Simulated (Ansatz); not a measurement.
Os:
```
CELL_PARAMETERS angstrom
      0.00000     2.75911     2.75911
      2.75911     0.00000     2.75911
      2.75911     2.75911     0.00000
ATOMIC_POSITIONS crystal
  Os 0.00000 0.00000 0.00000
  Os 0.25000 0.25000 0.25000
```

Relaxed with r²SCAN. Special points in fractions of this cell's reciprocal vectors: Γ (0.000, 0.000, 0.000); X (0.500, 0.000, 0.500); U (0.625, 0.250, 0.625); K (0.375, 0.375, 0.750); L (0.500, 0.500, 0.500); W (0.500, 0.250, 0.750).

Task: List the band energies nearest the Fermi level at these points for r²SCAN (plane waves, PAW; program Ansatz).

Result: In eV from the Fermi level; about four levels below and three above (degenerate sets whole), none deeper than 8.9 eV; points with the same levels are listed once.

| k | below | above |
|---|---|---|
| Γ | -3.79 -3.79 -3.79 -0.52 -0.52 -0.52 | 2.74 2.74 11.90 |
| X | -2.97 -2.97 -1.39 -1.39 | 2.41 2.41 3.68 3.68 |
| U | -3.16 -1.83 -1.82 -1.44 | 1.99 2.69 2.73 |
| L | -4.08 -4.08 -4.05 -4.05 -1.52 | 0.39 0.39 2.01 2.01 |
| W | -2.21 -2.21 -2.04 -2.04 | 2.98 2.98 3.03 3.03 |

Space group Fd-3m (diamond). The start of the workflow was typed in or built on a structure type; neither database checked (COD, Materials Project) lists it. It is not the phase usual at ambient conditions (space group No. 194). The r²SCAN relaxation kept the symmetry of its start; its stability against distortions is not shown here. No spin polarisation was allowed. Spin–orbit coupling is left out wherever it is not named.

Potentials: the earlier of the program's two PAW sets.
